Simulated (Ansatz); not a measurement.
A (100) slab of SnO (P4/nmm (No. 129)), 7 planes, outer planes SnO (top) and SnO (bottom), with 14 atoms (Sn7O7) in a surface cell of A = 18.789 Å², as cut from the bulk:

```xyz
14
Lattice="3.8080 0.0000 0.0000 0.0000 4.9341 0.0000 0.0000 0.0000 26.4241" Properties=species:S:1:pos:R:3 pbc="T T T"
Sn    0.0000    1.1470    7.5000
O     1.9040    0.0000    7.5000
Sn    1.9040    3.7871    9.4040
O     0.0000    0.0000    9.4040
Sn    0.0000    1.1470   11.3080
O     1.9040    0.0000   11.3080
Sn    1.9040    3.7871   13.2120
O     0.0000    0.0000   13.2120
Sn    0.0000    1.1470   15.1161
O     1.9040    0.0000   15.1161
Sn    1.9040    3.7871   17.0201
O     0.0000    0.0000   17.0201
Sn    0.0000    1.1470   18.9241
O     1.9040    0.0000   18.9241
```

Level of theory: DFT r2SCAN, scalar-relativistic, plane waves, PAW (Ansatz 0.2.0). Cutoff 500 eV; k points 9×7×1 on the computed 14-atom cell (Γ-centred); Gaussian smearing, width 0.05 eV; no spin polarisation.

Against the same 14 atoms in the bulk, the slab as cut lies 1.349 eV higher and the relaxed slab 1.127 eV higher.

Q: Work out the surface energy before and after relaxation.

A: The slab has two faces, so γ = (E_slab − N·E_bulk)/(2A), the mean of both. As cut: 1.349/(2 × 18.789) = 0.0359 eV/Å², and 1 eV/Å² = 16.02 J/m², so γ = 0.58 J/m². Relaxed: 1.127/(2 × 18.789) = 0.0300 eV/Å² = 0.48 J/m². Relaxation recovers 16 % of the cost of cutting.

Q: What is the ideal work of this cut, per area?

A: Griffith's ideal work is 2γ: 1.15 J/m² if the new faces stay rigid, 0.96 J/m² if they relax. One thickness was run, 7 planes, so γ can still shift with it.